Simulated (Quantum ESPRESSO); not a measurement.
Space group P4/nmm, origin choice 1 (No. 129); a = b = 4.7758 Å, c = 7.8002 Å, α = β = γ = 90.00°

```json
[
 {"atom": "H", "site": "2a", "symmetry": "-4m2", "x": "0.0000", "y": "0.0000", "z": "0.0000"},
 {"atom": "I", "site": "2c", "symmetry": "4mm", "x": "0.5000", "y": "0.0000", "z": "0.3404"},
 {"atom": "Ba", "site": "2c", "symmetry": "4mm", "x": "0.0000", "y": "0.5000", "z": "0.1731"}
]
```

The geometry is that of Materials Project entry mp-23862, symmetrised and not relaxed again.

What does norm-conserving LDA (Quantum ESPRESSO, 74 Ry, without SOC) give for the electronic structure near the Fermi level?

The LDA gap is direct, 2.60 eV at Z. Spin-orbit coupling is left out, which matters for elements this heavy: edges can move by tenths of an eV.
